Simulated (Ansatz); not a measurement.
In r²SCAN in the plane-wave PAW code Ansatz, SiB₂Os₂ in the orthorhombic phase (Cmmm; Si on 2a, Os on 4j, B on 4i) relaxes to a = 2.888 Å, b = 13.030 Å, c = 2.793 Å. Its formation energy from the elements is 0.21 eV/atom, with no fitted shifts.

Electronic character: metallic (no gap).

An equation-of-state fit gives a bulk modulus of 285 GPa. Bader charges are Si +0.68, Os -0.25, B -0.09 e.

The start of the workflow was typed in or built on a structure type; neither database checked (COD, Materials Project) lists it. Whether it is the stable phase at ambient conditions was not checked. The r²SCAN relaxation kept the symmetry of its start; whether a distortion lowers the energy is not shown. No spin polarisation was allowed. Its formation energy is positive at this level, so the cell may be metastable or incomplete. The references are the lowest solids computed at this level, not always the standard phases. Scalar-relativistic: spin–orbit coupling is off unless named, which matters more the heavier the elements.

Potentials: the later of the program's two PAW sets.
